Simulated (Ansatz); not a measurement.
Zr2AlC:
```
CELL_PARAMETERS angstrom
      3.28917     0.00000     0.00000
     -1.64458     2.84850     0.00000
      0.00000     0.00000    14.52089
ATOMIC_POSITIONS crystal
  Zr 0.33333 0.66667 0.08635
  Zr 0.66667 0.33333 0.91365
  Zr 0.66667 0.33333 0.58635
  Zr 0.33333 0.66667 0.41365
  Al 0.33333 0.66667 0.75000
  Al 0.66667 0.33333 0.25000
  C  0.00000 0.00000 0.00000
  C  0.00000 0.00000 0.50000
```

Relaxed with PBEsol. Special points in fractions of this cell's reciprocal vectors: Γ (0.000, 0.000, 0.000); M (0.500, 0.000, 0.000); K (0.333, 0.333, 0.000); A (0.000, 0.000, 0.500); L (0.500, 0.000, 0.500); H (0.333, 0.333, 0.500).

Task: List the band energies nearest the Fermi level at these points for the program Ansatz at the PBEsol level (PAW).

Result: In eV from the Fermi level; about four levels below and three above (degenerate sets whole), none deeper than 8.9 eV; points with the same levels are listed once.

```csv
k,below,above
Γ,-2.46 -2.46 -1.80 -0.95,0.32 0.91 1.25 1.25
M,-1.49 -1.41 -0.47 -0.38,2.13 2.81 2.97
K,-0.81 -0.81 -0.69 -0.69 -0.04,1.10 2.04 2.04
A,-2.46 -2.46 -2.46 -2.46 -1.41 -1.41,0.67 0.67 1.27 1.27 1.27 1.27
L,-1.42 -1.42 -0.43 -0.43,2.55 2.55 3.06 3.06
H,-1.01 -1.01 -0.51 -0.51,0.48 0.48 1.96 1.96
```

Space group P6_3/mmc. The first step of the workflow began from a Materials Project structure, measured or hypothetical; the Crystallography Open Database copy checked does not list it. Whether it is the stable phase at ambient conditions was not checked. The cell was relaxed with PBEsol under the symmetry of its start; whether a distortion lowers the energy is not shown. No spin polarisation was allowed. Spin–orbit coupling is left out wherever it is not named.

Potentials: the later of the program's two PAW sets.
